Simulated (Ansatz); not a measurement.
## Sensitivity of the gradients in SiO2 to the input

Cell: a structure deposited in the COD, atoms as given.

```cif
data_SiO2
_symmetry_space_group_name_H-M 'P4_12_12'
_symmetry_Int_Tables_number 92
_cell_length_a 4.9727
_cell_length_b 4.9727
_cell_length_c 6.9257
_cell_angle_alpha 90.000
_cell_angle_beta 90.000
_cell_angle_gamma 90.000
loop_
_atom_site_label
_atom_site_type_symbol
_atom_site_symmetry_multiplicity
_atom_site_Wyckoff_symbol
_atom_site_fract_x
_atom_site_fract_y
_atom_site_fract_z
Si Si 4 a 0.3007 0.3007 0.0000
O O 8 b 0.2390 0.1041 0.1787
```

One atom of each set is listed.

Reference run. All values are calculated (Ansatz; DFT, PBE, plane waves and PAW (field gradients read without the response of the frozen cores, which leaves them typically 4 to 6 % off), scalar-relativistic, 420 eV cutoff, Γ-centred 5×5×4 k-points, Fermi–Dirac smearing 0.02 eV), not measured.

Question: The input is changed as follows: `scf.lower_state_search`: not typed → standard; `hamiltonian.dispersion`: not typed → d3bj; `kpoints.mp_grid.grid`: [5, 5, 4] → [4, 4, 3]. What happens to V_zz (10²¹ V/m²) and η?

Answer: 

```tsv
site	V_zz reference	η reference	V_zz changed	η changed
Si	0.48	0.99	0.48	0.99
O	9.40	0.14	9.40	0.14
```

All printed values agree. The dispersion term itself leaves the density as it is. SCF iterations: 6 and 6. In the changed run the k-mesh is coarser than the standard one, yet the gradients stay close to the reference.

On the reference run: The calculated pressure of 8 GPa (PBE) comes largely from the unrelaxed atoms: it is 1.2 GPa once they are relaxed in the same cell. The largest force is 0.5 eV/Å, so the atoms aren't at the calculated equilibrium and relaxing them would move these values.
